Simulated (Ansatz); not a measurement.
The relaxed structure here is a generated cell of BeNi: the first start was made by placing the elements on the sites of a structure type, and the end was not matched to a known phase here, so it may be hypothetical.

A relaxed cell of BeNi (P6/mmm (No. 191)), relaxed on a k-mesh at least as fine as the one used below. Computed with PBEsol (plane waves to 420 eV, PAW, scalar-relativistic; Ansatz, an electronic-structure program). Γ-centred k-mesh 4×8×9 on the run's cell (coarser than for final values), Fermi–Dirac smearing 0.05 eV.

```
BeNi
1.0
    9.34082     0.00000     0.00000
   -2.33521     4.04469     0.00000
    0.00000     0.00000     3.45737
Ni Be
6 6
Direct
  0.25000   0.00000   0.00000
  0.75000   0.00000   0.00000
  0.25000   0.50000   0.00000
  0.75000   0.50000   0.00000
  0.00000   0.50000   0.00000
  0.50000   0.50000   0.00000
  0.00000   0.00000   0.00000
  0.50000   0.00000   0.00000
  0.16667   0.66667   0.50000
  0.66667   0.66667   0.50000
  0.33333   0.33333   0.50000
  0.83333   0.33333   0.50000
```

The atoms are displaced by (Å):

```json
[
 {"atom": "Ni1", "ux": "0.085", "uy": "-0.016", "uz": "0.062"},
 {"atom": "Ni2", "ux": "-0.006", "uy": "-0.049", "uz": "0.092"},
 {"atom": "Ni3", "ux": "0.021", "uy": "-0.081", "uz": "-0.032"},
 {"atom": "Ni4", "ux": "0.169", "uy": "-0.090", "uz": "-0.019"},
 {"atom": "Ni5", "ux": "-0.107", "uy": "0.092", "uz": "-0.006"},
 {"atom": "Ni6", "ux": "0.092", "uy": "-0.089", "uz": "-0.091"},
 {"atom": "Be7", "ux": "-0.007", "uy": "-0.092", "uz": "0.092"},
 {"atom": "Be8", "ux": "-0.153", "uy": "-0.064", "uz": "-0.008"},
 {"atom": "Be9", "ux": "-0.029", "uy": "-0.034", "uz": "-0.060"},
 {"atom": "Be10", "ux": "0.043", "uy": "0.052", "uz": "-0.094"},
 {"atom": "Be11", "ux": "-0.042", "uy": "-0.109", "uz": "0.076"},
 {"atom": "Be12", "ux": "0.051", "uy": "-0.016", "uz": "-0.124"}
]
```

What forces (eV/Å) and pressure result?


```csv
atom,Fx,Fy,Fz
Ni1,-0.83,-0.73,-0.50
Ni2,0.56,-0.32,-1.90
Ni3,-0.46,0.36,0.44
Ni4,-4.39,0.94,-0.70
Ni5,3.60,-0.54,-0.60
Ni6,-0.16,0.56,0.52
Be7,-0.21,0.81,0.06
Be8,1.09,-0.18,-0.02
Be9,0.15,-0.17,0.76
Be10,0.23,-0.70,1.12
Be11,0.19,0.21,-1.06
Be12,0.24,-0.24,1.88
```

Pressure +3.7 GPa.

Estimate the energy cost of the displacement in the harmonic approximation and compare with the calculation.

For a harmonic well ΔE = −½ Σ F·u = 1.195 eV a cell, or 100 meV/atom. The calculated energy relative to the undisplaced cell is +0.09 eV/atom, so the harmonic estimate holds well.

No spin polarisation in the result: the starting moments vanished. A magnetic state may lie lower.

The run that gave the undisplaced cell could not lose the symmetry of its start; a randomly shaken copy of 12 atoms returns to this structure.
